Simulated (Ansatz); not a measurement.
Consider the following.

YHSe:
```cif
data_HSeY
_chemical_formula_sum 'Y1 H1 Se1'
_space_group_name_H-M_alt 'P 1'
_space_group_IT_number 1
_cell_length_a 3.76374
_cell_length_b 3.76374
_cell_length_c 3.81462
_cell_angle_alpha 90.000
_cell_angle_beta 90.000
_cell_angle_gamma 120.000
loop_
_space_group_symop_operation_xyz
  'x, y, z'
loop_
_atom_site_label
_atom_site_type_symbol
_atom_site_fract_x
_atom_site_fract_y
_atom_site_fract_z
_atom_site_occupancy
Y1 Y 0.00000 0.00000 0.00000 1
H1 H 0.33333 0.66667 0.00000 1
Se1 Se 0.66667 0.33333 0.50000 1
```

This is the LDA-relaxed structure.

Question: All from plane-wave PAW LDA (Ansatz code), unless another level is named. Predict the hole effective mass.

Answer: 0.12, 0.12, 0.93 mₑ (principal values).

Question: Predict the formation energy from the elements (no fitted shifts).

Answer: -1.60 eV/atom.

Question: Predict the weight of the valence-edge state by species (Voronoi cells).

Answer: H 49 %, Se 41 %, Y 10 %.

Question: Predict the weight of the conduction-edge state by species (Voronoi cells).

Answer: Y 50 %, Se 34 %, H 16 %.

Space group P-6m2. The first step of the workflow began from a Materials Project structure, measured or hypothetical; the Crystallography Open Database copy checked does not list it. Whether it is the stable phase at ambient conditions was not checked. The LDA relaxation kept the symmetry of its start; phonons on a q-mesh show no instability. No spin polarisation was allowed. The references are the lowest solids computed at this level, not always the standard phases (solids in place of the gases). Scalar-relativistic: spin–orbit coupling is off unless named, which matters more the heavier the elements.

Potentials: the later of the program's two PAW sets.

Edges and masses are those of Kohn–Sham bands, whose gap is no quasiparticle gap.
